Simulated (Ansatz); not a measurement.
**La vacancy in LaH3, calculated**

All numbers are calculated (r2SCAN, no spin polarisation, no spin-orbit coupling; Ansatz, PAW set soft_2, 500 eV, k-mesh 4×4×4), not measured.

The relaxed host crystal (Kohn–Sham gap 0.13 eV on this mesh):

```xyz
4
Lattice="-1.9676 1.9676 2.7935 1.9676 -1.9676 2.7935 1.9676 1.9676 -2.7935" Properties=species:S:1:pos:R:3 pbc="T T T"
H     0.0000    1.9676    1.3967
H     1.9676    0.0000    1.3967
H     0.0000    0.0000    2.7935
La    0.0000    0.0000    0.0000
```

Supercell of 32 atoms, rows of the matrix [[0,2,2],[2,0,2],[0,0,-2]] times the cell vectors; La vacancy at (0.000, 0.000, 0.000) in fractions of the cell above. Atoms are relaxed at the host's cell, from a start shaken by 0.03 Å near the defect. The cell loses 1 of its 8 La, so this is a heavily defective crystal.

Nearest atoms to the empty La site: in the perfect crystal H 2.41 Å, H 2.41 Å, H 2.41 Å, H 2.41 Å, H 2.41 Å, H 2.41 Å, H 2.41 Å, H 2.41 Å; relaxed H 2.41 Å, H 2.50 Å, H 2.50 Å, H 2.50 Å, H 2.98 Å, H 2.98 Å, H 2.98 Å, H 2.98 Å.

The largest move of an atom from its ideal place is 1.3 Å, so the cell rearranged and didn't merely relax.

```tsv
charge	gap of the cell on the mesh (eV)
0	0.00
```

The host's gap is narrow at this level, and the cell is left with a partly filled band, so the electrons or holes that the defect brings lie in a band of the host and aren't shown to be bound to it.

No formation energy is given, since the neutral cell holds a carrier in a band.

Relaxed cell at charge 0:

```
LaH3 V_La charge 0
1.0
     7.8705    0.0000    0.0000
     0.0000    7.8705    0.0000
    -3.9353   -3.9353    5.5870
H La
24 7
Direct
  0.1546 0.4628 0.8083
  0.1215 0.3746 0.2490
  0.6257 0.3743 0.7532
  0.6254 0.3754 0.2507
  0.1545 0.8457 0.8082
  0.1556 0.8442 0.1883
  0.6255 0.8789 0.7530
  0.5368 0.8456 0.1910
  0.3878 0.1272 0.7542
  0.3704 0.1235 0.2528
  0.8748 0.1249 0.7499
  0.8732 0.1271 0.2394
  0.3569 0.6434 0.7867
  0.3704 0.6295 0.2529
  0.8768 0.6294 0.7587
  0.8733 0.6124 0.2393
  0.2596 0.2679 0.0359
  0.2825 0.3399 0.5587
  0.7510 0.2490 0.9978
  0.7326 0.2678 0.5097
  0.3145 0.6853 0.8706
  0.2825 0.7188 0.5590
  0.6618 0.7181 0.9360
  0.7326 0.7417 0.5096
  0.9947 0.0048 0.9925
  0.5119 0.0049 0.5097
  0.5064 0.0090 0.0027
  0.9917 0.4940 0.4879
  0.9948 0.4877 0.9924
  0.5013 0.4988 0.4976
  0.5065 0.4938 0.0027
```

Caveats: the run had no spin, so the odd electron couldn't take a moment, and a state with one unpaired electron may lie lower; small supercell, so energies and levels can be off by tenths of an eV; one random start near the defect, so other minima are possible.
